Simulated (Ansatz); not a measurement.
MgO:
```xyz
12
Lattice="3.2653 0.0000 0.0000 -1.6326 2.8278 0.0000 0.0000 0.0000 15.5095" Properties=species:S:1:pos:R:3 pbc="T T T"
Mg     1.6326     0.9426    10.0519
Mg     1.6326     0.9426    15.1883
Mg     0.0000     1.8852    12.6201
Mg     0.0000     1.8852     7.4742
Mg     0.0000     1.8852     2.2876
Mg     0.0000     0.0000     4.8654
O      1.6326     0.9426    13.2091
O      1.6326     0.9426     8.0721
O      0.0000     1.8852     0.2877
O      0.0000     1.8852    10.6409
O      0.0000     1.8852     5.4743
O      0.0000     0.0000     2.8855
```

x, y and z are the axes in which the lattice vectors are written.

Give the proper piezoelectric stress tensor with relaxed ions from PBEsol (plane waves, PAW; program Ansatz).

In C/m², rows x, y, z, Voigt columns; mesh uncertainty up to 0.00.
```
 0.00   0.00   0.00   0.00   0.42   0.00
 0.00   0.00   0.00   0.42   0.00   0.00
 0.59   0.59  -1.40   0.00   0.00   0.00
```

The elastic tensor of the same run (GPa):

```json
[
 {"": "1", "1": "188", "2": "102", "3": "81.5", "4": "0.0", "5": "0.0", "6": "0.0"},
 {"": "2", "1": "102", "2": "188", "3": "81.5", "4": "0.0", "5": "0.0", "6": "0.0"},
 {"": "3", "1": "81.5", "2": "81.5", "3": "171", "4": "0.0", "5": "0.0", "6": "0.0"},
 {"": "4", "1": "0.0", "2": "0.0", "3": "0.0", "4": "49.1", "5": "0.0", "6": "0.0"},
 {"": "5", "1": "0.0", "2": "0.0", "3": "0.0", "4": "0.0", "5": "49.1", "6": "0.0"},
 {"": "6", "1": "0.0", "2": "0.0", "3": "0.0", "4": "0.0", "5": "0.0", "6": "43.3"}
]
```

Convert to strain constants d = e·S.

In pC/N:
```
  0.0    0.0    0.0    0.0    8.5    0.0
  0.0    0.0    0.0    8.5    0.0    0.0
  5.9    5.9  -13.8    0.0    0.0    0.0
```

Space group P3m1. The workflow started from a Materials Project entry (that database holds measured and hypothetical structures alike); the Crystallography Open Database copy checked does not list it. It is not the phase usual at ambient conditions (space group No. 225). The PBEsol relaxation kept the symmetry of its start; its stability against distortions is not shown here. Signs of piezoelectric constants follow the polarity of the cell as given.

Potentials: the later of the program's two PAW sets.
